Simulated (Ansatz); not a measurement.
ScCuO2:
Space group R-3m, hexagonal axes (No. 166); a = b = 3.2022 Å, c = 16.9327 Å, α = β = 90.00°, γ = 120.00°

```json
[
 {"atom": "Sc", "site": "3b", "symmetry": "-3m", "x": "0.0000", "y": "0.0000", "z": "0.5000"},
 {"atom": "Cu", "site": "3a", "symmetry": "-3m", "x": "0.0000", "y": "0.0000", "z": "0.0000"},
 {"atom": "O", "site": "6c", "symmetry": "3m", "x": "0.0000", "y": "0.0000", "z": "0.1070"}
]
```
(The calculation used a cell of 4 atoms; values per cell refer to that cell.)

Relaxed with PBEsol. 

HSE06 on this cell (Ansatz, a program for electronic structure, PAW) gives a gap of 3.59 eV. What does PBEsol give?

2.19 eV.

Cost on shared cores: the PBEsol run (SCF on a 10×10×10 mesh, then bands and DOS) roughly 50 core-seconds, the HSE06 run (SCF on 7×7×7, then a few points) very roughly 8 core-minutes; the tasks are unlike.

The workflow started from a Materials Project entry (that database holds measured and hypothetical structures alike); the Crystallography Open Database files this formula in space group No. 166, but the cells were not matched. Its standing as an ambient phase is unchecked. The cell was relaxed with PBEsol under the symmetry of its start; whether a distortion lowers the energy is not shown. The run is not spin-polarised. No Hubbard U is applied.

Potentials: the later of the program's two PAW sets.

Ansatz is a plane-wave DFT program.
